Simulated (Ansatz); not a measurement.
A relaxed cell of BiP is given with its symmetry left out. The cell was found from a structure generator's guess, not taken from experiment.

All numbers below come from Ansatz, DFT PBE, scalar-relativistic, plane waves, PAW. Cutoff 420 eV, Γ-centred mesh, Gaussian smearing, no spin polarisation.

```
Bi P
1.0
     4.90512    0.00000    0.00000
    -2.45256    4.24796    0.00000
     0.00000    0.00000    6.17341
Bi P
2 2
Direct
  0.33333 0.66667 0.40577
  0.66667 0.33333 0.90577
  0.33333 0.66667 0.96737
  0.66667 0.33333 0.46737
```

Formation energies are uncorrected and refer to the elements' standard structures at the same level. The references include black phosphorus.

(1) Find its symmetry and describe it.

(2) What is its formation energy per atom?

(3) Is it a metal?

(4) From what recipe could a structure generator have reached it?

Answers

(1) P6_3mc (No. 186), the wurtzite type. Conventional cell: a = 4.905 Å, c = 6.173 Å. Around Bi lie 4 P at 2.71–2.86 Å; P is surrounded by 4 Bi at 2.71–2.86 Å.

(2) +0.186 eV/atom. It can't be a ground state, since the elements alone are lower.

(3) No, the gap on the 12×12×6 mesh is 0.19 eV.

(4) One such recipe: close-packed anion layers stacked AB, next cell at A, with sites between them filled layer by layer (P6_3mc, No. 186). Other recipes can lead to the same cell.

The last run used a 12×12×6 mesh (in the run's order of axes) for its 4-atom cell and Gaussian smearing of 0.02 eV. These runs have no spin–orbit coupling, which can matter for Bi. Kohn–Sham gaps at this level usually fall short of measured ones. The missing spin–orbit coupling can work the other way here. The reference form of P is held partly by dispersion forces, which this level lacks. Small gaps are read on the mesh alone, and bands can cross between its points. A structure relaxed within its symmetry needn't be a true minimum.
